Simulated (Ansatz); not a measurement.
A relaxed cell of Al4Co3Ru is given with its symmetry left out. The cell was found from a structure generator's guess, not taken from experiment.

Theory: Ansatz 0.2.0, DFT PBE, scalar-relativistic, plane waves, PAW. Cutoff 420 eV, Γ-centred mesh, Gaussian smearing, no spin polarisation.

```xyz
8
Lattice="-2.8971 2.8971 2.8971 2.8971 -2.8971 2.8971 2.8971 2.8971 -2.8971" Properties=species:S:1:pos:R:3 pbc="T T T"
Al    1.4486    1.4486    1.4486
Al    1.4486   -1.4486    1.4486
Al   -1.4486    1.4486    1.4486
Al    1.4486    1.4486   -1.4486
Co    0.0000    2.8971    0.0000
Co    2.8971    0.0000    0.0000
Co    0.0000    0.0000    2.8971
Ru    0.0000    0.0000    0.0000
```

Energies over the elements count from the elements' standard structures at the same level, with no fitted energy shifts.

Task: Find its symmetry and describe it.

Result: Im-3m (No. 229). Conventional cell: a = 5.794 Å. Al is surrounded by 2 Ru at 2.51 Å, 6 Co at 2.51 Å and 6 Al at 2.90 Å; Co is surrounded by 8 Al at 2.51 Å, 2 Ru at 2.90 Å and 4 Co at 2.90 Å; Ru has 8 Al at 2.51 Å and 6 Co at 2.90 Å.

Task: What is its formation energy per atom?

Result: −0.62 eV/atom. A negative formation energy is needed for stability but isn't enough: competing phases decide.

Task: Is it a metal?

Result: Yes, bands cross the Fermi level on the 10×10×10 mesh.

The last run used a 10×10×10 mesh for its 8-atom cell and Gaussian smearing of 0.10 eV. Trial moments died out on the coarse mesh, so the last step has no spin; another magnetic start might hold. A structure relaxed within its symmetry needn't be a true minimum.
